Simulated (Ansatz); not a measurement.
Ga:
```yaml
crystal:
  lattice:
    - [2.23693, -3.79855, 0.00000]
    - [2.23693, 3.79855, 0.00000]
    - [0.00000, 0.00000, 4.52623]
  atoms:
    - { symbol: Ga, position: [0.65600, 0.34400, 0.41535] }
    - { symbol: Ga, position: [0.34400, 0.65600, 0.58465] }
    - { symbol: Ga, position: [0.84400, 0.15600, 0.91535] }
    - { symbol: Ga, position: [0.15600, 0.84400, 0.08465] }
```

Relaxed with DFT-r²SCAN in the program Ansatz with PAW potentials. Indices refer to the conventional cell of Cmce, a = 4.4739 Å, b = 7.5971 Å, c = 4.5262 Å, α = 90.00°, β = 90.00°, γ = 90.00°.

Problem. Simulate the powder diffraction pattern (neutron, λ = 1.5401 Å; lines above 1 %) up to 2θ = 90°.

Solution. Simulated powder pattern, neutron, λ = 1.5401 Å (kinematic, ideal powder, no thermal factors, coherent scattering alone; the 30 strongest lines at most, above 1 %, up to 2θ = 90°):

| 2θ (°) | d (Å) | I/Imax (%) | hkl |
|---|---|---|---|
| 23.39 | 3.799 | 17 | (020) |
| 30.42 | 2.935 | 68 | (111) |
| 30.69 | 2.910 | 32 | (021) |
| 39.79 | 2.263 | 11 | (002) |
| 40.27 | 2.237 | 44 | (200) |
| 45.74 | 1.981 | 100 | (131) |
| 46.48 | 1.952 | 72 | (112) |
| 47.09 | 1.928 | 9.6 | (220) |
| 47.84 | 1.899 | 16 | (040) |
| 51.47 | 1.773 | 25 | (221) |
| 52.17 | 1.751 | 7.1 | (041) |
| 57.90 | 1.591 | 11 | (202) |
| 58.38 | 1.579 | 2.9 | (132) |
| 63.30 | 1.467 | 2.8 | (222) |
| 63.92 | 1.455 | 4.9 | (042) |
| 64.26 | 1.448 | 21 | (240) |
| 66.62 | 1.402 | 33 | (023) |
| 67.15 | 1.392 | 18 | (311) |
| 67.89 | 1.379 | 9.6 | (241) |
| 74.91 | 1.266 | 14 | (060) |
| 77.06 | 1.236 | 46 | (331) |
| 77.61 | 1.229 | 34 | (312) |
| 78.31 | 1.220 | 7.5 | (242) |
| 78.73 | 1.214 | 46 | (152) |
| 80.80 | 1.188 | 52 | (223) |
| 81.36 | 1.181 | 15 | (043) |
| 85.77 | 1.132 | 4.0 | (004) |
| 87.02 | 1.118 | 14 | (400) |
| 88.35 | 1.105 | 5.6 | (062) |
| 88.67 | 1.102 | 24 | (260) |

The r²SCAN relaxation kept the symmetry of its start; of distortions, only those at the zone centre were tested. Axis ratios of metals converge slowly with the k-mesh, so a and c are less sure than the volume.

Potentials: the earlier of the program's two PAW sets.
